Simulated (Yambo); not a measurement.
Yambo input for a free-standing CaHI monolayer (symmetry P4/nmm, slab cell 20.2 Å high) (a = b = 3.9625 Å, c = 20.2000 Å, α = β = γ = 90.00°), on norm-conserving PBEsol (Quantum ESPRESSO, 72 Ry, with spin-orbit coupling) wavefunctions on a 6×6×1 mesh:

```
rim_cut
optics
chi
dipoles
kernel
RandQpts= 1000000
RandGvec= 2 Ry
CUTGeo= "slab z"
FFTGvecs= 30 Ry
Chimod= "HARTREE"
NGsBlkXd= 2 Ry
% QpntsRXd
 1 | 1 |
%
% BndsRnXd
 1 | 158 |
%
GrFnTpXd= "R"
% EnRngeXd
 0.0 | 20.0 | eV
%
% DmRngeXd
 0.2 | 0.2 | eV
%
CGrdSpXd= 50
ETStpsXd= 161
% LongDrXd
 1.0 | 0.0 | 0.0 |
%
```

First lines of the file o-*.alpha_q1_inv_rpa_dyson:

```
Polarizability  ( -<<X>> ) @ Q(1):   1.00000000     0.00000000     0.00000000    [q->0 direction]
#
# Polarizability units: length
#
# [ X ] Hartree size     :  113
# [GEN] GF Energies     : Perdew, Burke & Ernzerhof SOL(X)+Perdew, Burke & Ernzerhof SOL(C)
# [GEN] Green`s Function     : Retarded
#
# [GEN] Gauge     : Length
# [GEN] [r,Vnl] included     : yes
#
#    E[1] [eV]     Im(alpha)     Re(alpha)     Im(alpha_o)     Re(alpha_o)
#
     0.000000     -0.42345E-16     4.661350     0.99332E-17     5.491233
     0.125000     0.006127     4.663253     0.007579     5.493587
     0.250000     0.012296     4.668973     0.015210     5.500662
     0.375000     0.018548     4.678550     0.022945     5.512508
     0.500000     0.024927     4.692048     0.030840     5.529206
     0.625000     0.031479     4.709559     0.038952     5.550870
     0.750000     0.038256     4.731204     0.047345     5.577653
     0.875000     0.045310     4.757138     0.056086     5.609749
     1.000000     0.052705     4.787549     0.065254     5.647393
     1.125000     0.060509     4.822665     0.074936     5.690873
     1.250000     0.068801     4.862761     0.085230     5.740532
     1.375000     0.077674     4.908162     0.096254     5.796778
     1.500000     0.087238     4.959255     0.108144     5.860097
     1.625000     0.097623     5.016497     0.121066     5.931064
     1.750000     0.108987     5.080433     0.135217     6.010361
     1.875000     0.121525     5.151710     0.150843     6.098802
     2.000000     0.135480     5.231105     0.168249     6.197363
     2.125000     0.151159     5.319554     0.187823     6.307220
     2.250000     0.168962     5.418195     0.210068     6.429804
     2.375000     0.189416     5.528427     0.235645     6.566876
     2.500000     0.213236     5.651994     0.265456     6.720625
     2.625000     0.241420     5.791095     0.300757     6.893819
     2.750000     0.275419     5.948556     0.343372     7.090014
     2.875000     0.317434     6.128078     0.396069     7.313866
     3.000000     0.371019     6.334582     0.463312     7.571568
     3.125000     0.442353     6.574642     0.552856     7.871395
     3.250000     0.543219     6.856502     0.679464     8.223736
     3.375000     0.697870     7.186382     0.873477     8.636507
     3.500000     0.948864     7.543975     1.187926     9.084735
     3.625000     1.273785     7.847390     1.595240     9.468848
     3.750000     1.575363     8.219426     1.983578     9.942376
```
(The file goes on to the top of the energy range; α is in bohr.) Convergence of the RPA response with its 6×6×1 mesh was not tested.

Geometry relaxed with PBEsol.

This is a model layer cut from the bulk structure; whether it is stable on its own was not checked.
